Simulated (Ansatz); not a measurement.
Input and command of a plane-wave DFT calculation in Ansatz:

```yaml
crystal:
  lattice:
    - [2.6205428149, 0.0, 0.0]
    - [-1.3102714075, 2.0992474007, 0.0]
    - [0.0, 0.0, 2.46635439]
  atoms:
    - { symbol: Si, position: [0.0, 0.0, 0.0] }
basis:
  ecutwfc: 500
kpoints:
  mp_grid: { grid: [24, 24, 20] }
hamiltonian:
  xc: r2scan
scf:
  occupations: { method: gaussian, width: 0.15 }
output:
  forces: true
  stress: true
  eigenvalues: true
  write_density: true
  write_potential: true
  elf: true
  volumetric_format: npy
```

```bash
ansatz run input.yaml --threads 1 --pin off --max-ram 2560MiB --backend cpu --events-out ev --progress --plain --runs-dir out
```

Processor: Intel(R) Xeon(R) Processor @ 2.70GHz, 1 thread, on a host shared with other jobs.

Task: How long does it run, and how much memory does it take?

Result: About 23 s on 1 thread of Intel(R) Xeon(R) Processor @ 2.70GHz, on a shared host, peak memory 0.55 GiB. It solves 6 bands at 1727 k points (the mesh reduced by symmetry) with about 359 plane waves, in 6 SCF iterations.
